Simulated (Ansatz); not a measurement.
TiO2 (rutile type) under strong compression

```
CELL_PARAMETERS angstrom
4.64317 0.00000 0.00000
0.00000 4.64317 0.00000
0.00000 0.00000 2.96399
ATOMIC_POSITIONS crystal
Ti 0.00000 0.00000 0.00000
Ti 0.50000 0.50000 0.50000
O 0.30513 0.30513 0.00000
O 0.69487 0.69487 0.00000
O 0.80513 0.19487 0.50000
O 0.19487 0.80513 0.50000
```

The cell comes from a relaxation on PAW files under the same functional, begun from a prototype that needn't be the stable phase.

Its volume is scaled, and at each volume shape and atoms are relaxed on PAW files; all methods then take that cell.

All numbers are PBE results (scalar-relativistic) from Ansatz 0.2.0, with a Γ-centred 8×8×11 k mesh, Fermi–Dirac smearing of 0.08 eV, no spin polarisation. Methods: LAPW: all electrons, basis error target 1 meV/atom; PAW: frozen-core files, cutoff 420 eV; crystal datasets: all electrons, by PAW datasets that the program makes for each cell; norm-conserving: pseudopotentials, cutoff 1240 eV; PAW (cutoff 1000 eV): frozen-core files, cutoff 1000 eV.

Energies are extrapolated to zero smearing and count from the unscaled cell; pressure is positive in compression; gaps take the mesh and a band path. No temperature or zero-point motion is included.

The structure type is held throughout; the real material can change phase at far lower pressure.

```
V/V0  V (Å³/atom)  P LAPW (GPa)  ΔE LAPW (eV/atom)  P PAW − LAPW (GPa)  ΔE PAW − LAPW (meV/atom)  gap (eV)  space group  shortest distance (Å)
1.00        10.65          0.02              0.000               -0.01                       0.0      1.85     P4_2/mnm                  1.958
0.94        10.01         14.74              0.028                0.03                       0.0         –     P4_2/mnm                  1.933
0.88         9.37          35.6              0.126                0.08                       0.2         –     P4_2/mnm                      ?
0.80         8.52          77.0              0.417                0.14                       0.8         –     P4_2/mnm                  1.812
0.72         7.67         141.7              0.986                0.29                       1.9         –     P4_2/mnm                  1.740
0.62         6.60         278.3              2.337                0.78                       5.3      2.79     P4_2/mnm                      ?
```

Q: What belongs in the row "0.88", column "shortest distance (Å)"?

A: 1.884.

Q: Fill in "shortest distance (Å)" for the row "0.62".

A: 1.647.

Q: Fit the Vinet equation to the LAPW pressures over the whole range, with residuals weighted by 1/(|P| + 0.03·Pmax).

A: V0 = 10.65 Å³/atom, B0 = 209 GPa and B0′ = 4.57, and the fit misses no point by more than 1.2 GPa. A fit over so wide a range pins B0 less well than one near rest.

Q: From the table, what is the rise of the enthalpy H = E + pV up to the last row, and how stiff is the crystal between the last two rows?

A: ΔH = 2.337 eV + (278.3 GPa × 6.60 Å³ − 0.02 GPa × 10.65 Å³) × 0.006242 eV/(GPa·Å³) = 13.80 eV/atom, of which pV makes 83 %. The mean bulk modulus there is −ΔP/Δln V = 914 GPa.

Q: At the smallest volume, how far do crystal datasets and norm-conserving and PAW (cutoff 1000 eV) lie from LAPW in pressure?

A: crystal datasets: +0.01 GPa; norm-conserving: +0.25 GPa; PAW (cutoff 1000 eV): +0.49 GPa, on a LAPW pressure of 278.3 GPa.

Q: How do the Löwdin populations by LAPW change from the unscaled cell to the last row?

A: Ti 3s 1.97 → 1.92, Ti 3d 2.24 → 2.62, O 2s 1.77 → 1.66, O 2p 4.90 → 4.86 electrons an atom. These are projections on the shells that the free atoms fill; 0.14 e a cell lies outside them at the start and 0.12 e at the end.
